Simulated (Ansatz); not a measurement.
# MnCo2N2: which magnetic state is lowest?

The calculation used Ansatz 0.2.0, DFT PBE, scalar-relativistic, plane waves, PAW.

```
CELL_PARAMETERS angstrom
2.87792 0.00000 0.00000
-1.43896 2.49235 0.00000
0.00000 0.00000 6.45261
ATOMIC_POSITIONS crystal
Mn 0.00000 0.00000 0.50000
Co 0.66667 0.33333 0.16436
Co 0.33333 0.66667 0.83564
N 0.66667 0.33333 0.69536
N 0.33333 0.66667 0.30464
```

* plane-wave cutoff: 420 eV
* Γ-centred k-mesh: 12×12×6
* occupation rule: Gaussian smearing, 0.1 eV
* list of starting moments (μB, in atom order): 4 3 3 0 0
* check for lower electronic states after the SCF: off

All runs keep this geometry, which isn't relaxed for the lowest state (largest force there 0.129 eV/Å, pressure -2.9 GPa; forces reach 0.36 eV/Å in another state) and needn't be a stable compound; relaxing each order would shift the differences by some 20 meV/atom, going by the pressures and a bulk modulus of about 150 GPa. Signs run over the atoms with starting moments. A propagation vector, in units of the reciprocal vectors, doubles the cell, which takes an equally dense mesh. The large starts are 5 4.5 4.5 0 0 μB. The small starts are 0.5 0.5 0.5 0 0 μB. Site moments are spin moments in atom-centred spheres that scale with the neighbour distance. The states are those that the runs reached from these starts; a lower one can exist.

**Question.** Starts tried: no spin; ferromagnetic; large parallel starting moments; ferrimagnetic in the cell, signs +--; ferrimagnetic in the cell, signs ++-; antiferromagnetic, doubled cell, propagation vector (0, 0, 1/2); antiferromagnetic, doubled cell, propagation vector (0, 1/2, 0); small parallel starting moments. Which state comes out lowest, and what are the moments?

**Answer.** The lowest state is antiferromagnetic, reached from the start “antiferromagnetic, doubled cell, propagation vector (0, 1/2, 0)”, with site moments (μB) Mn +2.60, Co -0.32 (×2), Co +0.32 (×2), Mn -2.60.

```
                                                          start ends energy above lowest (meV/atom) site moments (μB) gap on mesh (eV) P (GPa)
                                                        no spin non-magnetic                             137                                    none over 0.05             metal    -11.6
                                                  ferromagnetic ferromagnetic                            11.8                           Mn +2.57, Co +0.42 (×2) metal     -2.5
                                large parallel starting moments ferromagnetic                            11.8                           Mn +2.57, Co +0.42 (×2) metal     -2.5
                           ferrimagnetic in the cell, signs +--      ferromagnetic                            11.8                           Mn +2.57, Co +0.42 (×2) metal     -2.5
                           ferrimagnetic in the cell, signs ++-      ferromagnetic                            11.8                           Mn +2.57, Co +0.42 (×2) metal     -2.5
antiferromagnetic, doubled cell, propagation vector (0, 0, 1/2) antiferromagnetic                            15.3  Mn +2.56, Co +0.20 (×2), Mn -2.56, Co -0.20 (×2) metal     -2.9
antiferromagnetic, doubled cell, propagation vector (0, 1/2, 0) antiferromagnetic                            0.00  Mn +2.60, Co -0.32 (×2), Co +0.32 (×2), Mn -2.60             metal     -2.9
                                small parallel starting moments ferromagnetic                            11.8                           Mn +2.57, Co +0.42 (×2) metal     -2.5
```

Cost: 8 runs of about 19 core-minutes in all, on Arm Neoverse N1 (shared hosts).